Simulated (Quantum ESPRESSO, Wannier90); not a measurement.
# VN (P-6m2), plane waves to Wannier functions

```xyz
2
Lattice="2.7339 0.0000 0.0000 -1.3670 2.3676 0.0000 0.0000 0.0000 2.6414" Properties=species:S:1:pos:R:3 pbc="T T T"
V     -1.3670     0.7892     0.0000
N      1.3670    -0.7892     1.3207
```

Cell from Materials Project (mp-1018027), symmetrised, no further relaxation. Not found in the COD (Crystallography Open Database) copy used, which has the formula in other groups; not checked further. Level: PBEsol, no spin polarisation, no spin-orbit coupling; pw.x of Quantum ESPRESSO at 68 Ry with PseudoDojo potentials, 12×12×10 k-points, Wannier90. Density: 18×18×12 mesh, cold smearing 0.01 Ry. A non-magnetic state is assumed, with no Hubbard U on the 3d ions.

Band 5 is isolated and gives one Wannier function a cell (N2 2s 73 %, V1 3d 12 %, V1 4s 11 %; spread 0.94 Å²). Its on-site energy is ε = -15.020 eV relative to the Fermi level, and its hoppings t(R) = t(−R) to the nearer images are (images within this range that aren't listed have |t| under 5 meV):

```
R (lattice vectors; −R alike)  distance (Å)  t (eV)
-----------------------------  ------------  ------
0 0 1                                  2.64  -0.213
0 1 0                                  2.73  -0.190
1 0 0                                  2.73  -0.190
1 1 0                                  2.73  -0.190
0 1 -1                                 3.80  -0.066
0 1 1                                  3.80  -0.066
1 0 -1                                 3.80  -0.066
1 0 1                                  3.80  -0.066
1 1 -1                                 3.80  -0.066
1 1 1                                  3.80  -0.066
```

Q: Work out the band energy at Γ, M, K, A from these numbers.

A: For one orbital E(k) = ε + Σ_R 2 t(R) cos(2π k·R), the sum over the listed R.
- Γ, k = (0.000, 0.000, 0.000): E = -15.020 + (-0.213)·(2.00) + (-0.190)·(6.00) + (-0.066)·(12.00) = -17.38 eV; pw.x: -17.19 eV
- M, k = (0.500, 0.000, 0.000): E = -15.020 + (-0.213)·(2.00) + (-0.190)·(-2.00) + (-0.066)·(-4.00) = -14.80 eV; pw.x: -14.76 eV
- K, k = (0.333, 0.333, 0.000): E = -15.020 + (-0.213)·(2.00) + (-0.190)·(-3.00) + (-0.066)·(-6.00) = -14.48 eV; pw.x: -14.45 eV
- A, k = (0.000, 0.000, 0.500): E = -15.020 + (-0.213)·(-2.00) + (-0.190)·(6.00) + (-0.066)·(-12.00) = -14.94 eV; pw.x: -14.81 eV

At these points the listed shells miss the plane-wave band by up to 0.19 eV, of a width of 2.83 eV on the path. With all its hoppings the model misses the band by 0.2 meV at worst on the whole path, so most of the miss comes from the hoppings not listed.
